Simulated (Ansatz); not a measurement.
MgS (rock salt)

```
CELL_PARAMETERS angstrom
      0.00000     2.61481     2.61481
      2.61481     0.00000     2.61481
      2.61481     2.61481     0.00000
ATOMIC_POSITIONS crystal
  S  0.00000 0.00000 0.00000
  Mg 0.50000 0.50000 0.50000
```

In this cell atom 2 (Mg, nearest neighbour S at 2.615 Å; its periodic images, 3.7 Å or more away, move with it) is moved by s towards the nearest neighbour, unit vector (-1.000, 0.000, 0.000); all other atoms and the cell stay fixed.

The numbers are results of PBE (plane waves to 420 eV, PAW, scalar-relativistic; Ansatz, a quantum-chemistry and plane-wave program), not measurements. k mesh 9×9×9 (Γ-centred), Fermi-Dirac smearing 0.05 eV. Energies are smeared free energies. Stress and pressure are positive under compression. MgS was relaxed with its symmetry unable to fall. The PAW data are Ansatz's earlier set. ΔE is measured from the undisplaced structure.

| s (Å) | ΔE (meV/cell) | P (GPa) |
|---|---|---|
| -0.260 | 105.2 | ___ |
| -0.208 | 62.8 | ___ |
| -0.156 | 33.4 | 0.79 |
| -0.104 | ___ | 0.35 |
| -0.052 | 3.5 | 0.09 |
| 0.000 | 0.0 | 0.01 |
| 0.052 | 3.5 | 0.09 |
| 0.104 | ___ | 0.35 |
| 0.156 | 33.4 | 0.79 |
| 0.208 | 62.8 | ___ |
| 0.260 | 105.2 | ___ |

Task: What belongs in the gaps?

Result: 
- -0.260, P (GPa): 2.27
- -0.208, P (GPa): 1.43
- -0.104, ΔE (meV/cell): 14.2
- 0.104, ΔE (meV/cell): 14.2
- 0.208, P (GPa): 1.43
- 0.260, P (GPa): 2.27

(For displaced atoms, the force is minus the slope of the energy, and its curvature is a force constant, which sets phonon frequencies.)
